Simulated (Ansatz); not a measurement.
Ansatz input

```yaml
crystal:
  lattice:
    - [-1.7000352992, 1.6999591993, 1.166382499]
    - [1.6999591993, -1.7000352992, 1.166382499]
    - [2.7803604869, 2.7803604869, -1.1665218761]
  atoms:
    - { symbol: Cr, position: [0.9999879136, 1.20864e-05, 0.0], spin: 1.5, spin_axis: [0, 0, 1] }
    - { symbol: Cr, position: [0.7500120864, 0.2499879136, 0.5], spin: 1.5, spin_axis: [0, 0, 1] }
hamiltonian:
  xc: lda
  pseudopotentials:
    kind: paw_fr
    azcp:
      Cr: "pseudopotentials/Cr.paw.azcp"
basis:
  ecutwfc: 420
  fft_grid_basis: typed
kpoints:
  mp_grid: { grid: [15, 15, 8], shift: [0, 0, 0] }
magnetization:
  noncollinear: true
  spin_orbit: true
scf:
  occupations: { method: fermi_dirac, width: 0.05 }
```

Output

```
Warning: the record states the generating functional pbe (its physics header spells it `PBE`), which answers neither for hamiltonian.xc's functional nor for the lda family's — results may be inconsistent (PPs are generated against a specific XC)
Engine: ansatz 0.2.0, aarch64-unknown-linux-gnu
Pseudopotentials: kind: paw_fr
Pseudopotential: Cr, paw_fr, valence charge 14, recommended cutoff 420 eV (normal) 
Functional definition: SPW92
  exchange = slater_x
  correlation = pw_c
Crystal: 2 atoms, lattice volume = 22.052 Å³
Basis set: ecut = 420 eV, 427 PW (Γ)
Bands: 36, of which v1, the nominal top of the filled ones, is band 28 counted from 1 (27 counted from 0)
Symmetry: 2 space group operations + 2 with time reversal
Magnetic group: BNS 15.89 (UNI 96), of the structure as read, at distance tolerance 2.8e-5 Å
k-points: 488 of 1800 (time reversal used)
Projection manifold: j_resolved (fully-relativistic pseudo-atomic orbitals)
Non-local potential: Cr, projectors of the file, l = 0: 3, l = 1: 4, l = 2: 6, l = 3: 2
PAW form: soft (Blöchl's): semilocal exchange-correlation on the pseudo side does not see the compensation charge
PAW frozen core: Cr, regenerated for the run's functional, and the local potential with it (the file was generated under x = pbe(κ = 0.804, μ = 0.2195149727645171), c = pbe(β = 0.06672455060314922))
PAW one-centre angular grid: Cr, 590 points (default); XC on 64 Gauss nodes
Initial density: superposition of atomic densities (chi_scale 0.1, normalization cell)
Starting moments: Σ|m| = 3 μB on 2 of 2 sites
Initial wavefunctions: pseudopotential atomic-orbital guess
Functional: x = slater, c = lda
SCF iter   1: F=—  HF=-6648.499703 eV  |F-HF|=—  |Δ(HF+E_count)|=         —  Δρ=2.46e-1  dr2=1.05e1  dr2_m=3.07e0  ethr=3.10e-3  |M|=6.32e-1 ∫|m|=6.47e-1 μB  |m|>n=0.0e0 m-floor=0.0e0 τ_xc=7.1e-33  β_m=0.30  ⟨swp⟩=6.3  Hψ=80503  notcnv=0  defer=8
SCF iter   2: F=—  HF=-6646.506369 eV  |F-HF|=—  |Δ(HF+E_count)|=    1.99e0  Δρ=1.79e-1  dr2=3.11e0  dr2_m=1.61e0  ethr=3.10e-3  |M|=5.66e-1 ∫|m|=5.78e-1 μB  |m|>n=0.0e0 m-floor=0.0e0 τ_xc=1.8e-20  β_m=0.30  ⟨swp⟩=2.7  Hψ=37674  notcnv=0  defer=559
SCF iter   3: F=—  HF=-6645.782223 eV  |F-HF|=—  |Δ(HF+E_count)|=   7.24e-1  Δρ=1.24e-1  dr2=6.99e-2  dr2_m=7.82e-1  ethr=3.10e-3  |M|=5.79e-1 ∫|m|=5.82e-1 μB  |m|>n=0.0e0 m-floor=0.0e0 τ_xc=2.3e-20  β_m=0.30  ⟨swp⟩=3.0  Hψ=38601  notcnv=0  defer=528
SCF iter   4: F=—  HF=-6645.816454 eV  |F-HF|=—  |Δ(HF+E_count)|=   3.42e-2  Δρ=1.03e-1  dr2=3.48e-2  dr2_m=5.36e-1  ethr=2.49e-4  |M|=4.26e-1 ∫|m|=4.30e-1 μB  |m|>n=0.0e0 m-floor=0.0e0 τ_xc=2.4e-20  β_m=0.30  ⟨swp⟩=3.6  Hψ=40308  notcnv=0  defer=326
SCF iter   5: F=—  HF=-6645.863138 eV  |F-HF|=—  |Δ(HF+E_count)|=   4.67e-2  Δρ=8.08e-2  dr2=1.04e-3  dr2_m=3.30e-1  ethr=1.24e-4  |M|=3.45e-1 ∫|m|=3.48e-1 μB  |m|>n=0.0e0 m-floor=0.0e0 τ_xc=1.9e-20  β_m=0.30  ⟨swp⟩=3.0  Hψ=35780  notcnv=0  defer=334
SCF iter   6: F=—  HF=-6645.902162 eV  |F-HF|=—  |Δ(HF+E_count)|=   3.90e-2  Δρ=6.45e-2  dr2=2.10e-4  dr2_m=2.11e-1  ethr=3.71e-6  |M|=2.71e-1 ∫|m|=2.74e-1 μB  |m|>n=0.0e0 m-floor=0.0e0 τ_xc=1.5e-20  β_m=0.30  ⟨swp⟩=2.5  Hψ=35847  notcnv=0  defer=333
SCF iter   7: F=—  HF=-6645.926313 eV  |F-HF|=—  |Δ(HF+E_count)|=   2.42e-2  Δρ=5.12e-2  dr2=6.68e-5  dr2_m=1.32e-1  ethr=7.50e-7  |M|=2.16e-1 ∫|m|=2.19e-1 μB  |m|>n=0.0e0 m-floor=0.0e0 τ_xc=1.0e-20  β_m=0.30  ⟨swp⟩=2.2  Hψ=36333  notcnv=0  defer=338
SCF iter   8: F=—  HF=-6645.940164 eV  |F-HF|=—  |Δ(HF+E_count)|=   1.39e-2  Δρ=4.06e-2  dr2=6.98e-6  dr2_m=8.33e-2  ethr=2.38e-7  |M|=1.73e-1 ∫|m|=1.75e-1 μB  |m|>n=0.0e0 m-floor=0.0e0 τ_xc=7.6e-21  β_m=0.30  ⟨swp⟩=2.3  Hψ=33008  notcnv=0  defer=281
Mixer restart at iter 8: flushing history
spin-set hold released at iteration 8 (site moments contracting): the magnetisation degrees of freedom join the quasi-Newton model from the next iteration; the mixer history was flushed
SCF iter   9: F=—  HF=-6645.948920 eV  |F-HF|=—  |Δ(HF+E_count)|=   8.76e-3  Δρ=3.22e-2  dr2=4.23e-6  dr2_m=5.23e-2  ethr=2.49e-8  |M|=1.38e-1 ∫|m|=1.40e-1 μB  |m|>n=0.0e0 m-floor=0.0e0 τ_xc=5.3e-21  β_m=0.56  ⟨swp⟩=3.1  Hψ=38121  notcnv=0  defer=285
SCF iter  10: F=—  HF=-6645.963664 eV  |F-HF|=—  |Δ(HF+E_count)|=   1.47e-2  Δρ=4.61e-3  dr2=8.92e-6  dr2_m=1.08e-3  ethr=1.51e-8  |M|=2.08e-2 ∫|m|=2.17e-2 μB  |m|>n=0.0e0 m-floor=0.0e0 τ_xc=2.1e-22  β_m=0.76  ⟨swp⟩=4.3  Hψ=52891  notcnv=0  defer=283
SCF iter  11: F=—  HF=-6645.964004 eV  |F-HF|=—  |Δ(HF+E_count)|=   3.40e-4  Δρ=3.44e-4  dr2=1.87e-5  dr2_m=1.95e-6  ethr=1.51e-8  |M|=5.26e-4 ∫|m|=1.06e-3 μB  |m|>n=0.0e0 m-floor=0.0e0 τ_xc=7.1e-24  β_m=0.76  ⟨swp⟩=3.1  Hψ=38710  notcnv=0  defer=272
SCF iter  12: F=—  HF=-6645.964005 eV  |F-HF|=—  |Δ(HF+E_count)|=   1.04e-6  Δρ=3.05e-4  dr2=1.44e-5  dr2_m=4.19e-7  ethr=1.51e-8  |M|=1.66e-4 ∫|m|=4.58e-4 μB  |m|>n=0.0e0 m-floor=0.0e0 τ_xc=1.7e-24  β_m=0.63  ⟨swp⟩=2.2  Hψ=31801  notcnv=0  defer=272
SCF iter  13: F=—  HF=-6645.964001 eV  |F-HF|=—  |Δ(HF+E_count)|=   4.08e-6  Δρ=5.98e-5  dr2=5.58e-7  dr2_m=4.48e-8  ethr=1.51e-8  |M|=1.72e-5 ∫|m|=1.18e-4 μB  |m|>n=0.0e0 m-floor=0.0e0 τ_xc=2.1e-25  β_m=0.73  ⟨swp⟩=2.0  Hψ=30681  notcnv=0  defer=272
SCF iter  14: F=—  HF=-6645.964001 eV  |F-HF|=—  |Δ(HF+E_count)|=   1.30e-7  Δρ=7.70e-6  dr2=9.28e-9  dr2_m=2.20e-9  ethr=3.57e-10  |M|=1.16e-5 ∫|m|=2.48e-5 μB  |m|>n=0.0e0 m-floor=0.0e0 τ_xc=1.1e-26  β_m=0.80  ⟨swp⟩=3.6  Hψ=61110  notcnv=0
SCF iter  15: F=—  HF=-6645.964001 eV  |F-HF|=—  |Δ(HF+E_count)|=  7.48e-10  Δρ=1.00e-6  dr2=1.35e-10  dr2_m=3.91e-11  ethr=3.31e-11  |M|=4.85e-7 ∫|m|=4.08e-6 μB  |m|>n=0.0e0 m-floor=0.0e0 τ_xc=1.9e-28  β_m=0.79  ⟨swp⟩=2.0  Hψ=33306  notcnv=0
SCF iter  16: F=-6645.964001 eV  HF=-6645.964001 eV  |F-HF|=1.82e-12  |Δ(HF+E_count)|=  3.64e-12  Δρ=1.07e-7  dr2=7.13e-13  dr2_m=6.06e-13  ethr=1.00e-12  |M|=1.79e-7 ∫|m|=3.95e-7 μB  |m|>n=0.0e0 m-floor=0.0e0 τ_xc=2.7e-31  ⟨swp⟩=2.0  Hψ=33306  notcnv=0
WARN: the starting moments were not kept: the SCF closed with an absolute magnetisation of 3.9e-7 μB, where they sum to 3 μB in size (2 sites). That is at most 0.1 of that sum. Measured as dr2_m measures the in/out step, that magnetisation stands 3.5e-14 eV from none, at or under the dr2_threshold of 1.0e-7 eV: it is no larger than a step whose dr2_m would equal this threshold. The system may hold no moment; this SCF shows only that its start led to no more than that. To try another start: raise the starting moments (crystal.atoms[].spin, magnetization.per_species, magnetization.initial_magnetization, or on a non-collinear deck that types none of these the spinor_matrix: blocks that start its atoms; where the total moment is fixed, keep their sum and leave initial_magnetization as it is; typed ones take the place of any that the run laid by itself, positive ones on a crystal's lanthanoids without a Hubbard term where scf.initial_density.shell_occupations: [] is typed) or, if the notice of its spin-set hold's release reads "site moments contracting" or "site moments show no strong build", lengthen the hold (scf.mixing.spin_hold: { on: { confirm: 4 } }; for m-r²SCAN on two components see the key's manual first). Each may lead to a state that holds a moment. A second SCF, from the converged charge density, with the starting moments and any scf.initial_density.shell_occupations laid on it anew, would have followed, and was not run: the deck does not ask for one (magnetization.retry_lost_moments is false, the default). To let it run, set magnetization.retry_lost_moments: true and run the deck again, where that key's refused combinations let it; where memory then withholds it, that run's warning says so.
SCF 1 converged in 16 iterations: F = -6645.964001 eV  dr2 = 7.13e-13
SCF converged after 16 iterations
Magnetization: |M| = 0.0000 μB,  M = (+0.0000, +0.0000, -0.0000) μB
Absolute magnetization: 0.0000 μB (∫|m|, with the PAW one-centre terms)
  site 0: m = (+0.0000, +0.0000, -0.0000) μB, |m| = 0.0000 μB  (R = 0.96 Å)
  site 1: m = (+0.0000, +0.0000, -0.0000) μB, |m| = 0.0000 μB  (R = 0.96 Å)
Free energy (F): -6645.964001 eV
Harris-Foulkes:  -6645.964001 eV  (|F-HF|=1.82e-12)
Internal energy: -6645.950568 eV  (E = F + TS)
E sigma→0 (E₀):  -6645.957284 eV
Entropy (-TS):   -0.013432 eV (-6.716 meV/atom)
Fermi energy:    20.001949 eV
--- Per-component energies (eV) ---
  E_band       = -262.461307
  E_kinetic    = 691.530194
  E_local      = -2298.040883  (includes V_loc(G=0)·N_el)
  E_nonlocal   = 168.339447
  E_hartree    = 1008.611461
  E_xc         = -279.519861
  E_vxc        = -358.599858  (∫ρ·V_xc dr)
  E_paw        = -2283.468784  (= ΣΔE_a)
  E_vpaw       = -482.913823  (= ΣTr[D̂ρ^β])
  E_aug_tail   = 0.000654  (compensation charges beyond the density's cutoff)
  E_ewald      = -3654.135766
  E_core_change = 0.732970  (= ΣΔE_core)
  E_smearing   = -0.013432  (= −TS)
  E_closure    = 0.000000  (closes the sum)
  Σ components = -6645.964001   (vs F -6645.964001, Δ=0.00e0)
```
